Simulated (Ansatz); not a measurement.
Method: DFT PBE, scalar-relativistic, plane waves, PAW (Ansatz). Settings: cutoff 420 eV, Γ-centred meshes spaced at most about 0.3 Å⁻¹, and about 0.25 Å⁻¹ or finer for metals (2π included), Gaussian smearing. No spin polarisation in the final relaxations.

These are static total energies at zero pressure. All come from trial cells, and lower structures may exist.

Question: Which of these relaxed structures of CaGe4N is the lowest in energy?
A.

```
CELL_PARAMETERS angstrom
6.00793 0.00000 0.00000
-3.00397 5.20302 0.00000
0.00000 0.00000 3.68652
ATOMIC_POSITIONS crystal
Ca 0.00000 0.00000 0.00000
Ge 0.66667 0.33333 0.00000
Ge 0.03944 0.51972 0.50000
Ge 0.48028 0.51972 0.50000
Ge 0.48028 0.96056 0.50000
N 0.33333 0.66667 0.00000
```

B.

```
CELL_PARAMETERS angstrom
5.01863 0.00000 0.00000
-2.50931 4.34626 0.00000
0.00000 0.00000 5.19424
ATOMIC_POSITIONS crystal
Ca 0.00000 0.00000 0.00000
Ge 0.33333 0.66667 0.00000
Ge 0.66667 0.33333 0.00000
Ge 0.33333 0.66667 0.50000
Ge 0.66667 0.33333 0.50000
N 0.00000 0.00000 0.50000
```

C.

```
CELL_PARAMETERS angstrom
5.31834 0.00000 0.00000
0.00000 5.31834 0.00000
0.00000 0.00000 5.31834
ATOMIC_POSITIONS crystal
Ca 0.50000 0.50000 0.50000
Ge 0.20872 0.20872 0.20872
Ge 0.79128 0.79128 0.20872
Ge 0.79128 0.20872 0.79128
Ge 0.20872 0.79128 0.79128
N 0.00000 0.00000 0.00000
```

D.

```
CELL_PARAMETERS angstrom
3.57119 -4.19185 0.00000
3.57119 4.19185 0.00000
0.00000 0.00000 4.86920
ATOMIC_POSITIONS crystal
Ca 0.00000 0.00000 0.00000
Ge 0.24868 0.24868 0.50000
Ge 0.75132 0.75132 0.50000
Ge 0.64344 0.35656 0.00000
Ge 0.35656 0.64344 0.00000
N 0.50000 0.50000 0.50000
```

Answer: A. It has space group P-6m2 (No. 187); the next, D, with space group Cmmm (No. 65), lies 71 meV/atom higher. Counting Ge or N atoms around Ca (for each partner element, those within 1.25 times its shortest distance or 1.15 times the sum of covalent radii, where it is the nearest in units of that sum or under 1.3), the lowest has Ca 15 and the next has Ca 6. The next holds Ge–Ge pairs (shortest 2.41 Å); in the lowest the shortest Ge–Ge distance is 2.65 Å, near bonding range too. Even the lowest lies +0.37 eV/atom against the elements.

A magnetic state wasn't ruled out in cells without spin, among them Cmmm. Cells relaxed within their symmetry can be saddle points. Some structure types and database cells were kept out of the candidates from the start, so a known form may be missing.
